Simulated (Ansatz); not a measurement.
HfO2: energy along a strain

HfO2, Fm-3m, a = 5.115 Å (as given, not relaxed at this level: -8.4 GPa). This isn't the usual stable structure of the compound. Ansatz: r2SCAN, PAW, 500 eV, Γ-centred 8×8×8 mesh on 3 atoms, Gaussian smearing 0.05 eV; no spin polarisation. Cell vectors (Å): 0.000 2.558 2.558; 2.558 0.000 2.558; 2.558 2.558 0.000. The cell is strained by x per cent times the pattern (0 0 0 0 0 1) in the order xx yy zz yz xz xy (engineering shears), with fractional coordinates held. y is the free energy over the start, V0 = 11.152 Å³/atom. Symmetry makes y even in x.

```
x (%) y (meV/atom)
-2.00             ?
-1.00          0.27
 0.00          0.00
 0.25          0.02
 0.50          0.07
 0.75          0.15
 1.25          0.42
 1.50          0.61
 1.75          0.83
```

**Question.** Fit y = c2 x² + c4 x⁴ to the other rows, get the stiffness along the pattern, and predict the missing energy.

**Answer.** Least squares on the rows shown. y = 0.2687 x² + 0.0007879 x⁴. The clamped-ion stiffness p·C·p = 2 × 2.687 eV × 160.2 / 11.152 Å³ = 77 GPa, which is C66 in these axes (C44 of the cubic crystal) (second derivative at the start, which stands under stress). At x = -2.00 the fit asked for gives 1.09 meV/atom. The run gave 1.09 meV/atom, the same to the digits shown.

Spin–orbit coupling is left out, which can shift energies with elements as heavy as these.